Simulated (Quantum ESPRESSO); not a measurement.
# Band energies of CsCdF₃

```xyz
5
Lattice="4.4868 0.0000 0.0000 0.0000 4.4868 0.0000 0.0000 0.0000 4.4868" Properties=species:S:1:pos:R:3 pbc="T T T"
F      0.0000     2.2434     2.2434
F      2.2434     0.0000     2.2434
F      2.2434     2.2434     0.0000
Cd     2.2434     2.2434     2.2434
Cs     0.0000     0.0000     0.0000
```

norm-conserving LDA (Quantum ESPRESSO, 102 Ry, no spin-orbit coupling); path ΓXMΓRX,MR; energies in eV from the valence-band maximum.

```
k (1/Å)  point  band 21  band 22  band 23  band 24  band 25  band 26  band 27  band 28
-------  -----  -------  -------  -------  -------  -------  -------  -------  -------
0.00         Γ    -1.45    -1.45    -1.09    -1.09    -1.09     3.08     7.41     7.41
0.47              -1.57    -1.46    -1.46    -1.13    -1.13     4.71     7.81     8.03
0.70         X    -1.60    -1.47    -1.47    -1.12    -1.12     5.53     7.33     8.26
0.93              -1.51    -1.45    -1.18    -1.12    -0.99     5.69     7.66     8.56
1.40         M    -1.38    -1.23    -1.23    -1.06     0.00     6.29     8.90     9.43
1.57              -1.35    -1.30    -1.25    -1.08    -0.14     6.15     8.56     9.42
1.90              -1.48    -1.41    -1.33    -1.22    -0.86     4.81     8.07     8.73
2.23              -1.44    -1.44    -1.22    -1.11    -1.07     3.33     7.53     7.58
2.39         Γ    -1.45    -1.45    -1.09    -1.09    -1.09     3.08     7.41     7.41
2.74              -1.47    -1.47    -1.38    -1.05    -1.05     4.04     8.00     8.00
3.08              -1.21    -1.20    -1.20    -0.77    -0.77     5.72     8.36     8.36
3.60         R    -0.98    -0.98    -0.98     0.00     0.00     7.03     7.03     7.03
3.89              -1.11    -1.08    -1.03    -0.43    -0.16     6.61     7.50     7.53
4.17              -1.33    -1.22    -1.15    -1.08    -0.64     6.01     8.02     8.54
4.59         X    -1.60    -1.47    -1.47    -1.12    -1.12     5.53     7.33     8.26
4.59         M    -1.38    -1.23    -1.23    -1.06     0.00     6.29     8.90     9.43
4.77              -1.34    -1.19    -1.19    -1.06     0.00     6.35     8.72     8.72
5.29         R    -0.98    -0.98    -0.98     0.00     0.00     7.03     7.03     7.03
```

The LDA gap is indirect, 3.08 eV, from R to Γ; the smallest direct gap is 4.17 eV.

Spin-orbit splittings are left out. The cell is held in this high symmetry; tilts and polar distortions were not searched.

Geometry of the Materials Project entry, not relaxed at this level.

The structure is a Materials Project entry; no match was found in the copy of COD used, and its stability was not checked.
